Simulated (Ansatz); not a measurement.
An Ansatz (a program for electronic structure) input:

Ansatz 0.2 input:
```yaml
crystal:
  lattice:
    - [6.0803247743, 1.8649884566, 0.0]
    - [-6.0803247743, 1.8649884566, 0.0]
    - [-1.9052344157, 0.0, 6.2506517533]
  atoms:
    - { symbol: Ti, position: [0.8049624603, 0.1950375397, 0.7164393623] }
    - { symbol: Ti, position: [0.1950375397, 0.8049624603, 0.2835606377] }
    - { symbol: Ti, position: [0.1009292801, 0.8990707199, 0.7084857474] }
    - { symbol: Ti, position: [0.8990707199, 0.1009292801, 0.2915142526] }
    - { symbol: O, position: [0.0583001224, 0.9416998776, 0.3700021] }
    - { symbol: O, position: [0.9416998776, 0.0583001224, 0.6299979] }
    - { symbol: O, position: [0.6382898226, 0.3617101774, 0.7051374803] }
    - { symbol: O, position: [0.3617101774, 0.6382898226, 0.2948625197] }
    - { symbol: O, position: [0.1336983877, 0.8663016123, 0.0034083267] }
    - { symbol: O, position: [0.8663016123, 0.1336983877, 0.9965916733] }
    - { symbol: O, position: [0.7362164959, 0.2637835041, 0.3481694448] }
    - { symbol: O, position: [0.2637835041, 0.7362164959, 0.6518305552] }
kpoints:
  mp_grid: { grid: [7, 7, 4] }
basis: { xc_grid: 2 }
hamiltonian:
  xc: pbesol
  pseudopotentials: { azcp: { folder: ./paw }, kind: paw }
scf:
  occupations: { method: fixed }
output:
  optics: { e_range: [0.0, 15.0], de: 0.05, sigma: 0.1, bands: { spectra_wanted_up_to: 12 eV } }
```

How many symmetry operations and irreducible k-points will the run report?

4 operations, 60 of 196 k-points.

With a cutoff of 420 eV, how many plane waves at Γ?

2773.

It took roughly 6 core-minutes on shared server cores.

Space group C2/m. The workflow started from a Materials Project entry (that database holds measured and hypothetical structures alike); the Crystallography Open Database copy checked does not list it. It is not the phase usual at ambient conditions (space group No. 61, 136, 141). The cell was relaxed with PBEsol under the symmetry of its start; its stability against distortions is not shown here. The run is not spin-polarised.

Potentials: the earlier of the program's two PAW sets. The files were generated under PBE; for other functionals the program regenerates the frozen cores, and for LDA and PBEsol the local potential too.

Ansatz is a plane-wave DFT program.
